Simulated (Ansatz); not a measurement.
## Surface calculation: fcc Au (110), 1 layer

The slab is cut from the fcc crystal, the stable phase, as relaxed on PAW files (17.97 Å³/atom), with 16 Å of vacuum and a dipole correction:

```xyz
1
Lattice="2.9401 0.0000 0.0000 0.0000 4.1579 0.0000 0.0000 0.0000 16.0000" Properties=species:S:1:pos:R:3 pbc="T T T"
Au    0.0000    0.0000    8.0000
```

Computed with Ansatz 0.2.0; functional PBE, scalar-relativistic. Settings: a Γ-centred 12×9×1 k mesh, Fermi–Dirac smearing of 0.05 eV, no spin polarisation. Methods: LAPW: all electrons, basis error target 1 meV/atom; PAW: frozen-core files, cutoff 420 eV.

The bulk energy comes from a cell in the slab's orientation on a 12×9×12 mesh. The surface energy is (E(slab) − N·E(bulk))/2A at zero smearing, the mean of both faces; thin slabs carry quantum-size effects.

Spin–orbit coupling is left out, which matters for the heavy atoms.

**Question.** As cut, the LAPW slab lies 1.667 eV above 1 atom of bulk. What surface energy is that?

**Answer.** Over two faces of 12.22 Å² it is 68.2 meV/Å², and times 16.02 J/m² per eV/Å² that gives γ = 1.092 J/m².

| method | γ as cut (J/m²) | Φ as cut (eV) |
| --- | --- | --- |
| LAPW | 1.092 | 6.22 |
| PAW | 1.093 | 6.22 |

**Question.** What changes if the images along the normal are cut off in place of the dipole correction?

**Answer.** LAPW then gives: no gap, work function 6.22 eV; PAW: no gap, work function 6.22 eV.

**Question.** What changes if relativity is switched off, at the same positions?

**Answer.** LAPW then gives: no gap, work function 4.53 eV.
